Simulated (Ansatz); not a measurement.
ZrC (rock salt, Fm-3m) under volume change, the program Ansatz at the PBEsol level (PAW), scaled uniformly.

| V (Å³/atom) | E − E(relaxed) (meV/atom) | P (GPa) |
|---|---|---|
| 11.576 | 89.1 | 26.98 |
| 11.958 | ? | ? |
| 12.339 | 8.9 | 7.66 |
| 12.721 | 0.0 | 0.00 |
| 13.103 | 8.0 | -6.59 |
| 13.484 | ? | ? |
| 13.866 | 65.7 | -17.10 |

What belongs in the gaps?


- 11.958, E − E(relaxed) (meV/atom): 37.5
- 11.958, P (GPa): 16.59
- 13.484, E − E(relaxed) (meV/atom): 30.6
- 13.484, P (GPa): -12.25

What does a third-order Birch–Murnaghan fit give for V₀, B₀ and B′?

V₀ = 12.72 Å³/atom, B₀ = 236 GPa, B′ = 4.0.

The PBEsol relaxation kept the symmetry of its start; of distortions, only those at the zone centre were tested. No spin polarisation was allowed. Spin–orbit coupling is left out wherever it is not named.

Potentials: the later of the program's two PAW sets.
